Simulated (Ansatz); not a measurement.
Ca: energy along a strain

Ca, Fm-3m, a = 5.588 Å (as given, not relaxed at this level: -1.2 GPa). Ansatz: PBEsol, PAW, 420 eV, Γ-centred 14×14×14 mesh on 1 atom, Gaussian smearing 0.15 eV; no spin polarisation. Cell vectors (Å): 0.000 2.794 2.794; 2.794 0.000 2.794; 2.794 2.794 0.000. The cell is strained by x per cent times the pattern (1 0 0 0 0 0) in the order xx yy zz yz xz xy (engineering shears), with fractional coordinates held. y is the free energy over the start, V0 = 43.632 Å³/atom.

```tsv
x (%)	y (meV/atom)
-6.00	-9.35
-4.50	-8.84
-3.00	-7.11
-1.50	-4.15
0.00	0.00
1.50	5.33
3.00	?
4.50	19.43
5.25	23.66
6.00	28.16
```

Fit y = c1 x + c2 x² + c3 x³ to the other rows, get the stiffness along the pattern, and predict the missing energy.

Least squares on the rows shown. y = 3.1621 x + 0.26132 x² − 0.0010073 x³. The clamped-ion stiffness p·C·p = 2 × 2.613 eV × 160.2 / 43.632 Å³ = 19.2 GPa, which is C11 in these axes (second derivative at the start, which stands under stress). At x = 3.00 the fit asked for gives 11.81 meV/atom. The run gave 11.81 meV/atom, the same to the digits shown.